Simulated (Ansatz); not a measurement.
Cu₂Te:
```cif
data_Cu4Te2
_chemical_formula_sum 'Cu4 Te2'
_space_group_name_H-M_alt 'P6/mmm'
_space_group_IT_number 191
_space_group_name_Hall '-P 6 2'
_cell_length_a 4.24342
_cell_length_b 4.24342
_cell_length_c 8.47497
_cell_angle_alpha 90.000
_cell_angle_beta 90.000
_cell_angle_gamma 120.000
loop_
_atom_site_label
_atom_site_type_symbol
_atom_site_symmetry_multiplicity
_atom_site_Wyckoff_symbol
_atom_site_fract_x
_atom_site_fract_y
_atom_site_fract_z
_atom_site_occupancy
Cu1 Cu 4 h 0.33333 0.66667 0.14941 1
Te1 Te 2 e 0.00000 0.00000 0.26548 1
```

Relaxed at zero pressure with r²SCAN+D4 in the plane-wave PAW code Ansatz.

Task: The volume is raised by 3 % and shape and atoms relax at that volume. What pressure results, and how do the axes share the change?

Result: -0.5 GPa; a 0.3 %, b 0.3 %, c 2.4 %; the energy rises by 1 meV/atom.

Task: Give the new structure.

Result: 
Space group P6/mmm (No. 191); a = b = 4.2562 Å, c = 8.6769 Å, α = β = 90.00°, γ = 120.00°

```json
[
 {"atom": "Cu", "site": "4h", "symmetry": "3m.", "x": "0.3333", "y": "0.6667", "z": "0.1467"},
 {"atom": "Te", "site": "2e", "symmetry": "6mm", "x": "0.0000", "y": "0.0000", "z": "0.2593"}
]
```

The phase is kept; no other phase was compared at this pressure.

The workflow started from a Materials Project entry (that database holds measured and hypothetical structures alike); the Crystallography Open Database copy checked does not list it. Its standing as an ambient phase is unchecked. The r²SCAN+D4 relaxation kept the symmetry of its start; its stability against distortions is not shown here. The run is not spin-polarised. Scalar-relativistic: spin–orbit coupling is off unless named, which matters more the heavier the elements.

Potentials: the later of the program's two PAW sets.
